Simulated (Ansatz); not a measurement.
BC5 in space group P3m1 (No. 156; Pearson symbol hP6) under volume change, plane-wave PAW PBE (Ansatz code), shape and atoms relaxed at each volume.

| V (Å³/atom) | E − E(relaxed) (meV/atom) | P (GPa) |
|---|---|---|
| 5.465 | 65.9 | 42.03 |
| 5.645 | 27.8 | 25.99 |
| 5.825 | 6.6 | 12.07 |
| 6.006 | 0.0 | -0.01 |
| 6.186 | [?] | [?] |
| 6.366 | 23.1 | -19.60 |
| 6.546 | [?] | [?] |

Task: Complete the blanks.

Result: 
- 6.546, E − E(relaxed) (meV/atom): 49.7
- 6.546, P (GPa): -27.50
- 6.186, E − E(relaxed) (meV/atom): 6.0
- 6.186, P (GPa): -10.50

Task: What does a third-order Birch–Murnaghan fit give for V₀, B₀ and B′?

Result: V₀ = 6.01 Å³/atom, B₀ = 375 GPa, B′ = 3.7.

The start of the workflow was typed in or built on a structure type; the Crystallography Open Database copy checked does not list it. Its standing as an ambient phase is unchecked. The PBE relaxation kept the symmetry of its start; whether a distortion lowers the energy is not shown. Its formation energy is positive at this level, so the cell may be metastable or incomplete.

Potentials: the earlier of the program's two PAW sets.
